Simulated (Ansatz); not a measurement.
# NaZnF3: from a starting cell to a relaxed one

The start is a generated cell, NaZnF3 placed in the GdFeO3 structure type. A full variable-cell relaxation at zero pressure is run with r2SCAN (plane waves to 500 eV, PAW, scalar-relativistic; Ansatz, an electronic-structure program). The first steps use a coarse 4×3×4 k-mesh.

The start:
```
NaZnF3
1.0
    5.45636     0.00000     0.00000
    0.00000     7.69892     0.00000
    0.00000     0.00000     5.43815
Na Zn F
4 4 12
Cartesian
  2.66107   1.92473   5.39247
  5.38925   1.92473   2.76475
  2.79529   5.77419   0.04568
  0.06711   5.77419   2.67339
  0.00000   0.00000   0.00000
  2.72818   3.84946   2.71907
  0.00000   3.84946   0.00000
  2.72818   0.00000   2.71907
  0.17078   1.92473   0.31868
  2.89896   1.92473   2.40040
  5.28558   5.77419   5.11947
  2.55740   5.77419   3.03775
  1.57143   4.13432   1.15833
  4.29961   7.41406   1.56075
  3.88493   0.28486   4.27982
  1.15675   3.56460   3.87740
  3.88493   3.56460   4.27982
  1.15675   0.28486   3.87740
  1.57143   7.41406   1.15833
  4.29961   4.13432   1.56075
```

What is the largest force in the starting geometry, and on which atom (counted from 1)?

0.59 eV/Å, on F9, F10, F11, F12 (atoms numbered as listed).

How does the volume per atom move from start to end?

+1.2 %, from 11.42 to 11.56 Å³/atom.

How do the shortest distances between atoms change?

The closest pairs of elements (up to four, under 3.6 Å), start → end: F–Zn 1.96 → 2.03 Å; F–Na 2.33 → 2.27 Å; F–F 2.68 → 2.82 Å; Na–Zn 3.28 → 3.12 Å.

What band gap does the relaxed structure have at this level?

4.64 eV, direct at Γ (no spin-orbit coupling).

The space group stays Pnma (No. 62) (the run could not lower it); the end is AFLOW prototype AB3C_oP20_62_c_cd_a (as in CaTiO3), with 20 atoms in the primitive cell. Final values are on a 5×4×5 k-mesh of the relaxed cell. No spin polarisation in the result.

The run could not lose the symmetry of its start.

The first start was generated by placing the elements on the sites of a structure type. A measured structure of NaZnF3 has the same space group, Pnma (No. 62); the sites were not compared with it.
